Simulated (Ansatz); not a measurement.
**NbSb**

```
Nb Sb
1.0
     3.59552    0.00000    0.00000
    -1.79776    3.11382    0.00000
     0.00000    0.00000    3.81318
Nb Sb
1 1
Direct
  0.00000 0.00000 0.00000
  0.33333 0.66667 0.50000
```

Atoms are numbered in the order listed.

Conventional cell: a = 3.596 Å, b = 3.596 Å, c = 3.813 Å, α = 90.00°, β = 90.00°, γ = 120.00°. Around Nb (atom 1) lie 6 Sb at 2.82 Å. Around Sb (atom 2) lie 6 Nb at 2.82 Å.

The cell was built from the WC type and relaxed in the same program, and has space group P-6m2; it needn't be a known or the stable phase.

No spin–orbit coupling, which matters for the heavy atoms here.

All numbers are computed: DFT, PBE, all-electron LAPW, scalar-relativistic (Ansatz 0.2.0); DFT, PBE, PAW with Ansatz's default frozen-core files, scalar-relativistic (Ansatz 0.2.0).

For LAPW: a Γ-centred 11×11×10 k mesh, Fermi–Dirac smearing of 0.05 eV, basis error target 0.25 meV/atom, no spin polarisation. PAW takes a cutoff of 420 eV at this cell. The Ansatz runs share mesh, smearing and spin set-up. Values come from LAPW unless marked.

```yaml
Band_gap: none at this level of theory (metallic, semimetallic, or a small gap that the functional closes)
Density_of_states_at_the_Fermi_level_0.2_eV_bin: 0.34 states/eV per cell
Löwdin_charges_with_0.10_e_of_the_cell_spilling_out_of_the_atomic_basis_so_their_sizes_and_signs_hang_on_that_basis: Nb1 -0.04, Sb2 0.14 e
Bader_charges_from_the_PAW_run: Nb1 +0.75, Sb2 -0.75 e
Volume_per_atom: 21.35 Å³
Pressure_at_this_cell: -0.02 GPa
```
